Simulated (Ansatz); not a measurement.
A geometry of ZnInGaO$_{4}$ away from equilibrium: step 3 of the relaxation of a generated cell, ZnInGaO4 placed in the InGaZnO4 structure type. These are PBE (plane waves to 420 eV, PAW, scalar-relativistic; Ansatz, a program for electronic structure) values and carry that method's errors. Γ-centred k-mesh 8×8×8 on the run's cell (coarser than for final values), Fermi–Dirac smearing 0.05 eV. The plane waves were selected for a different cell earlier on the path.

```
CELL_PARAMETERS angstrom
      1.67882     0.96927     8.63366
     -1.67882     0.96927     8.63366
      0.00000    -1.93853     8.63366
ATOMIC_POSITIONS crystal
  In 0.99841 0.99841 0.99841
  Ga 0.21298 0.21298 0.21298
  Zn 0.78381 0.78381 0.78381
  O  0.13696 0.13696 0.13696
  O  0.87662 0.87662 0.87662
  O  0.28709 0.28709 0.28709
  O  0.70414 0.70414 0.70414
```

Give the Cartesian forces on all atoms (eV/Å).


```tsv
atom	Fx	Fy	Fz
In1	0.00	0.00	-0.65
Ga2	0.00	0.00	0.04
Zn3	0.00	0.00	-0.28
O4	0.00	0.00	-0.47
O5	0.00	0.00	0.12
O6	0.00	0.00	0.77
O7	0.00	0.00	0.47
```

The path ends in R3m (No. 160). No spin polarisation in the result.

The run could not lose the symmetry of its start; a randomly shaken copy of 7 atoms returns to this structure.
